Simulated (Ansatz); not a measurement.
Suppose SrSn₂O₃ takes space group I4/mmm (No. 139), with Sr on 2a; Sn on 4d; O on 2b and 4c.

Theory: Ansatz, DFT PBE, scalar-relativistic, plane waves, PAW. Cutoff 420 eV, Γ-centred mesh, Gaussian smearing, no spin polarisation.

Energies over the elements count from the elements' standard structures at the same level (O₂ as a molecule), with no fitted energy shifts. The references include grey tin.

**Question.** Give the relaxed lattice parameters and positions.

**Answer.**

Space group I4/mmm (No. 139). a = 4.825 Å, b = 4.825 Å, c = 9.382 Å, α = 90.00°, β = 90.00°, γ = 90.00°
| atom | site | symmetry | x | y | z |
| --- | --- | --- | --- | --- | --- |
| Sr | 2a | 4/mmm | 0.0000 | 0.0000 | 0.0000 |
| Sn | 4d | -4m2 | 0.0000 | 0.5000 | 0.2500 |
| O | 2b | 4/mmm | 0.5000 | 0.5000 | 0.0000 |
| O | 4c | mmm. | 0.0000 | 0.5000 | 0.0000 |

Sr is surrounded by 4 O at 2.41 Å and 8 Sn at 3.36 Å; Sn has 2 O at 2.35 Å, 4 O at 3.36 Å and 4 Sr at 3.36 Å; around O on a site of symmetry 4/mmm lie 4 O at 2.41 Å (long contacts); around O on a site of symmetry mmm lie 2 Sn at 2.35 Å, 2 O at 2.41 Å and 2 Sr at 2.41 Å. Another local minimum with the same sites may exist.

**Question.** And its energy and gap?

**Answer.** The energy over the elements is −0.49 eV/atom. The gap on the 12×12×12 mesh of the 6-atom cell is 0 eV (a metal).

The last run used Gaussian smearing of 0.10 eV. A structure relaxed within its symmetry needn't be a true minimum. Another cell of SrSn2O3 relaxed alike, in P6mm, lies 1.00 eV/atom lower, so this cell isn't the stable form at this level.
